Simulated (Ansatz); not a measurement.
HfN:
```xyz
2
Lattice="0.0000 2.2340 2.2340 2.2340 0.0000 2.2340 2.2340 2.2340 0.0000" Properties=species:S:1:pos:R:3 pbc="T T T"
N      0.0000     0.0000     0.0000
Hf     2.2340     2.2340     2.2340
```

Relaxed with LDA.

Task: Decompose the optical modes at the zone centre into irreducible representations, and say which are infrared and Raman allowed.

Result: Point group m-3m: Γ_opt = T1u. Infrared: T1u. Raman: none.

Task: Assign frequencies (DFPT, DFT-LDA in the program Ansatz with PAW potentials).

Result: T1u 515 cm⁻¹.

Space group Fm-3m (rock salt). The cell was relaxed with LDA under the symmetry of its start; of distortions, only those at the zone centre were tested. No spin polarisation was allowed. With an odd number of electrons in the cell and no spin polarisation, the count alone makes it a metal. As this level gives no gap, phonon frequencies hold no LO–TO term and depend on the k-mesh and smearing (Fermi–Dirac, 0.1 eV here). Spin–orbit coupling is left out wherever it is not named.

Potentials: the later of the program's two PAW sets.
